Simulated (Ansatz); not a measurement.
Re:
```yaml
crystal:
  lattice:
    - [2.73827, 0.00000, 0.00000]
    - [-1.36913, 2.37141, 0.00000]
    - [0.00000, 0.00000, 4.41497]
  atoms:
    - { symbol: Re, position: [0.33333, 0.66667, 0.25000] }
    - { symbol: Re, position: [0.66667, 0.33333, 0.75000] }
```

This is the LDA-relaxed structure. Tensor components refer to the Cartesian frame of this cell.

**Question.** All from plane-wave PAW LDA (Ansatz code), unless another level is named. Predict the Debye temperature from the elastic constants.

**Answer.** 407 K.

**Question.** What about the elastic constants (relaxed ions, GPa)?

**Answer.** C11 = 664, C12 = 298, C13 = 249, C33 = 723, C44 = 179.

Space group P6_3/mmc (hcp (Mg type)). Symmetry was held in the LDA relaxation; of distortions, only those at the zone centre were tested. The run is not spin-polarised. As this level gives no gap, shear constants depend on the k-mesh and smearing (Fermi–Dirac, 0.1 eV here). Scalar-relativistic: spin–orbit coupling is off unless named, which matters more the heavier the elements.

Potentials: the earlier of the program's two PAW sets.
